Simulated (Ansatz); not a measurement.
BAs:
```cif
data_As4B4
_chemical_formula_sum 'B4 As4'
_space_group_name_H-M_alt 'P 1'
_space_group_IT_number 1
_cell_length_a 5.83712
_cell_length_b 5.83712
_cell_length_c 3.36198
_cell_angle_alpha 90.000
_cell_angle_beta 90.000
_cell_angle_gamma 90.000
loop_
_space_group_symop_operation_xyz
  'x, y, z'
loop_
_atom_site_label
_atom_site_type_symbol
_atom_site_fract_x
_atom_site_fract_y
_atom_site_fract_z
_atom_site_occupancy
B1 B 0.32271 0.67729 0.00000 1
B2 B 0.67729 0.32271 0.00000 1
B3 B 0.82271 0.82271 0.50000 1
B4 B 0.17729 0.17729 0.50000 1
As1 As 0.31841 0.31841 0.00000 1
As2 As 0.68159 0.68159 0.00000 1
As3 As 0.18159 0.81841 0.50000 1
As4 As 0.81841 0.18159 0.50000 1
```

Relaxed with PBEsol.

Question: Decompose the optical modes at the zone centre into irreducible representations, and say which are infrared and Raman allowed.

Answer: Point group 4/mmm: Γ_opt = 2A1g + 2A2g + A2u + 2B1g + 2B1u + 2B2g + 2Eg + 3Eu. Infrared: A2u, Eu. Raman: A1g, B1g, B2g, Eg.

Question: Assign frequencies (DFPT, DFT-PBEsol in the program Ansatz with PAW potentials; without the LO–TO term).

Answer: B1g 50, Eg 119, B1u 185, A1g 220, A2g 249, Eu 269, B2g 310, B1g 566, Eu 583, A2g 591, B1u 649, Eg 680, Eu 688, B2g 721, A2u 725, A1g 754 cm⁻¹.

Subscripts of B labels follow the axes of the standard setting.

Space group P4_2/mnm. The start of the workflow was typed in or built on a structure type; neither database checked (COD, Materials Project) lists it. It is not the phase usual at ambient conditions (space group No. 216). Symmetry was held in the PBEsol relaxation; phonons on a q-mesh show no instability.

Potentials: the later of the program's two PAW sets.
